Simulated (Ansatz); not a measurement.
SnMo3N:
```xyz
5
Lattice="4.1804 0.0000 0.0000 0.0000 4.1804 0.0000 0.0000 0.0000 4.1804" Properties=species:S:1:pos:R:3 pbc="T T T"
Sn     0.0000     0.0000     0.0000
Mo     0.0000     2.0902     2.0902
Mo     2.0902     0.0000     2.0902
Mo     2.0902     2.0902     0.0000
N      2.0902     2.0902     2.0902
```

This is the PBE-relaxed structure.

Problem. All from the program Ansatz at the PBE level (PAW), unless another level is named. Give the electronic character.

Solution. metallic (no gap).

Problem. Next, the formation energy from the elements (no fitted shifts)?

Solution. -0.075 eV/atom.

Problem. Predict the density of states at the Fermi level.

Solution. 0.57 states/eV per atom (mean over ±0.08 eV).

Space group Pm-3m (anti-perovskite). The start of the workflow was typed in or built on a structure type; neither database checked (COD, Materials Project) lists it. Its standing as an ambient phase is unchecked. The cell was relaxed with PBE under the symmetry of its start; its stability against distortions is not shown here. The workflow began spin-polarised and lost its moments. The volume moved by 16 % from the start of the relaxation. The references are the lowest solids computed at this level, not always the standard phases (solids in place of the gases). Spin–orbit coupling is left out wherever it is not named.

Potentials: the earlier of the program's two PAW sets.
